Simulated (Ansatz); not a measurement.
KTaO3 (cubic perovskite, Pm-3m) at seven volumes, plane-wave PAW PBE (Ansatz code), scaled uniformly. One row is withheld.

```json
[
 {"V (Å³/atom)": "11.862", "P (GPa)": "?"},
 {"V (Å³/atom)": "12.253", "P (GPa)": "13.37"},
 {"V (Å³/atom)": "12.644", "P (GPa)": "6.14"},
 {"V (Å³/atom)": "13.036", "P (GPa)": "0.00"},
 {"V (Å³/atom)": "13.427", "P (GPa)": "-5.21"},
 {"V (Å³/atom)": "13.818", "P (GPa)": "-9.63"},
 {"V (Å³/atom)": "14.209", "P (GPa)": "-13.36"}
]
```

### Question
Fit the shown pressures and predict the withheld one.

### Answer
P = (3/2)B₀(x^(7/2) − x^(5/2))[1 + (3/4)(B′ − 4)(x − 1)] with x = (V₀/V)^(2/3). Least squares on the six rows gives V₀ = 13.035 Å³/atom, B₀ = 188 GPa, B′ = 4.48. At V = 11.862, x = 1.0649 and P = 21.91 GPa. The run itself gave 21.90 GPa.

Symmetry was held in the PBE relaxation. At this level the phase is dynamically unstable (imaginary phonons). No spin polarisation was allowed. Spin–orbit coupling is left out wherever it is not named.

Potentials: the later of the program's two PAW sets.
